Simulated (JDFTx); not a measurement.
Reference run:

System: Mg(0001) (P6_3/mmc bulk; lattice of mp-153, not re-optimised at this level), 1x1 cell of 4 atoms in 4 planes, area 8.71 Å² a face, 7.7 Å between the outermost planes in a cell 23.7 Å high; k mesh 8×8×1, Fermi width 0.01 Ha, no spin polarisation.

The reference is PBE, GBRV ultrasoft potentials, plane waves to 20/100 Ha; code: JDFTx (a modified build). Unrelaxed; liquid: CANDLE, water, 1 M NaF. U vs SHE = −μ/e − 4.44 V throughout (conventional absolute potential of the hydrogen electrode).

```
Fermi smearing width  work function (eV)  U_pzc (V)  k states × plane waves  cycles, vacuum run  rough core time, vacuum run
--------------------  ------------------  ---------  ----------------------  ------------------  ---------------------------
0.02 Ha                                ?          ?               10 × 5952                  20                        100 s
0.01 Ha                             3.80      -1.06               10 × 5952                  19                         80 s
0.005 Ha                            3.82      -1.04               10 × 5952                  19                         80 s
0.003 Ha                            3.81      -1.04               10 × 5952                  19                         80 s
```

Q: What belongs in the gaps?

A: 
- 0.02 Ha, work function (eV): 3.91
- 0.02 Ha, U_pzc (V): -0.97

Core times come from shared machines and are rough, one run each.
